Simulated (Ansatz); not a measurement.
Polymorphs of CdTe, each relaxed with LDA (plane waves, PAW; program Ansatz):

A: wurtzite (P6_3mc)
a = b = 4.5248 Å, c = 7.4267 Å, α = β = 90.00°, γ = 120.00°

| atom | site | symmetry | x | y | z |
|---|---|---|---|---|---|
| Cd | 2b | 3m. | 0.6667 | 0.3333 | 0.0004 |
| Te | 2b | 3m. | 0.6667 | 0.3333 | 0.3746 |

B: zinc blende (F-43m)
a = 6.4091 Å, b = 6.4091 Å, c = 6.4091 Å, α = 90.00°, β = 90.00°, γ = 90.00°

| atom | site | symmetry | x | y | z |
|---|---|---|---|---|---|
| Cd | 4a | -43m | 0.0000 | 0.0000 | 0.0000 |
| Te | 4c | -43m | 0.2500 | 0.2500 | 0.2500 |

C: rock salt (Fm-3m)
a = b = c = 5.9302 Å, α = β = γ = 90.00°

```json
[
 {"atom": "Cd", "site": "4a", "symmetry": "m-3m", "x": "0.0000", "y": "0.0000", "z": "0.0000"},
 {"atom": "Te", "site": "4b", "symmetry": "m-3m", "x": "0.5000", "y": "0.5000", "z": "0.5000"}
]
```

Question: Order them by energy per atom at 0 K (lowest first) at the level LDA.

Answer: B (+0 meV/atom), A (+4 meV/atom), C (+110 meV/atom)

Question: Give each one's gap.

Answer: A 0.65 eV; B 0.61 eV; C no gap.

Not the usual ambient phase: A; C. All cells were relaxed under the symmetry of their starts (and spin orders); stability against distortions was not tested throughout. Scalar-relativistic: spin–orbit coupling is off unless named, which matters more the heavier the elements.

Energies hold the estimated change up to a 700 eV cutoff; steps of a few meV lie near the error of the meshes.

Potentials: the earlier of the program's two PAW sets. The files were generated under PBE; for other functionals the program regenerates the frozen cores, and for LDA and PBEsol the local potential too.
